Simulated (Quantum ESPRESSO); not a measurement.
# Ag6GaMo: a guest atom moved from site to site

Simulated, not a measurement. The program is pw.x of Quantum ESPRESSO 7.5 (plane-wave density functional theory). The cell is made up: eight metal atoms on a hexagonal close-packed lattice, with elements, volume, strain and displacements drawn at random and not relaxed, so it may be unstable or far from any real phase. PseudoDojo standard norm-conserving files set the functional (PBE unless stated); there is no spin polarisation or spin-orbit coupling, the Fermi-Dirac width of 0.25 eV means electrons at about 2900 K, and the masses in the input are unused placeholders. A spin test at this wide smearing found no moment, but such smearing suppresses magnetism that the real alloy may have.

The runs move one Ga atom among sites that otherwise hold Ag. Cell, positions, cutoff, mesh and smearing stay as in the input of run 1; sites are counted in its order. Stress in the tables is positive in tension.

Input of run 1:

```
&control calculation='scf', pseudo_dir='./dojo.nc.sr.pbe.v0_5.standard.upf', outdir='./o', disk_io='medium', tprnfor=.true., tstress=.true. /
&system ibrav=0, nat=8, ntyp=3, nbnd=80, ecutwfc=82.02448710, nosym=.true., tot_charge=0,
 occupations='smearing', smearing='fd', degauss=0.0183746611
/
&electrons conv_thr=1.470e-08, electron_maxstep=70, mixing_beta=0.5 /
ATOMIC_SPECIES
Ag 1.0 Ag.upf
Ga 1.0 Ga.upf
Mo 1.0 Mo.upf
CELL_PARAMETERS angstrom
-2.9632 0.0255 -0.0485
-0.124 5.0562 -4.848
-0.0358 -5.0688 -4.8612
ATOMIC_POSITIONS angstrom
Ag 0.0529 0.0388 0.0645
Ga -0.034 1.76 -2.4264
Ag -0.081 -0.0036 -4.9147
Ag -0.1073 1.7194 -7.3041
Ag -1.5237 -0.8051 -2.4601
Mo -1.5389 -2.4337 -4.9005
Ag -1.5509 -0.8934 -7.3337
Ag -1.5877 2.5275 -4.87
K_POINTS automatic
8 4 4 1 1 1
```

| run | elements on sites 1 to 8 | free energy less that of run 1 (eV) | -TS (eV) | pressure (GPa) | stress xx (GPa) | stress yy (GPa) | stress zz (GPa) | stress yz (GPa) | stress xz (GPa) | stress xy (GPa) | iterations |
| --- | --- | --- | --- | --- | --- | --- | --- | --- | --- | --- | --- |
| 1 | Ag Ga Ag Ag Ag Mo Ag Ag | 0.000 | -0.928 | -4.37 | 6.70 | 1.76 | 4.66 | 0.62 | 0.71 | -0.81 | 13 |
| 2 | Ag Ag Ga Ag Ag Mo Ag Ag | -0.161 | -0.882 | -4.54 | 6.44 | 4.27 | 2.91 | 0.04 | 0.86 | -0.66 | 13 |
| 3 | Ag Ag Ag Ga Ag Mo Ag Ag | 0.015 | -0.924 | -4.23 | 6.33 | 1.42 | 4.94 | -0.37 | 0.67 | -0.67 | 14 |
| 4 | Ag Ag Ag Ag Ag Mo Ga Ag | 0.097 | -0.936 | -4.18 | 5.93 | 2.08 | 4.53 | -0.70 | 0.83 | -0.73 | 13 |
| 5 | Ag Ag Ag Ag Ag Mo Ag Ga | 0.198 | -0.919 | -4.05 | 7.12 | 1.98 | 3.04 | 0.24 | 0.85 | -0.81 | 12 |

Forces Fx Fy Fz (eV/Å):

```
site             run 1             run 2             run 3              run 4             run 5
   1  -0.07 0.18 -0.32  -0.07 0.20 -0.34  -0.06 0.22 -0.27    -0.10 0.12 0.00  -0.06 0.08 -0.35
   2  -0.03 -0.01 0.61  -0.06 -0.42 0.20  -0.05 -0.42 0.24   -0.03 -0.26 0.19  -0.01 -0.37 0.11
   3    0.06 0.12 0.25   0.01 -0.50 0.09   0.04 0.16 -0.03     0.06 0.13 0.11    0.07 0.28 0.16
   4  -0.11 0.03 -0.09  -0.09 -0.01 0.00  -0.01 0.27 -0.51  -0.12 -0.02 -0.06   -0.11 0.08 0.00
   5   0.06 0.20 -0.01    0.07 0.12 0.01   0.02 0.06 -0.01    0.05 0.08 -0.02    0.06 0.03 0.05
   6  0.11 -0.82 -0.56    0.12 0.36 0.13  -0.01 -0.81 0.82   0.07 -0.16 -0.42   0.07 -0.53 0.13
   7   -0.07 0.27 0.08   -0.05 0.47 0.10   -0.03 0.47 0.10   -0.02 -0.02 0.30   -0.06 0.34 0.00
   8    0.03 0.03 0.02  0.06 -0.22 -0.19   0.11 0.05 -0.34    0.10 0.12 -0.10   0.03 0.10 -0.11
```

The sites are displaced and not relaxed, so the energy differences mix bonding between neighbours with strain and are not ordering energies. A rerun of one cell of this series at a higher cutoff and on a denser mesh moved values by no more than 0.004 eV in energy, 0.20 GPa in stress and 0.012 eV/Å in force, and a second program with other atomic files agreed on that cell to 2 % rms in force and 0.5 GPa in pressure.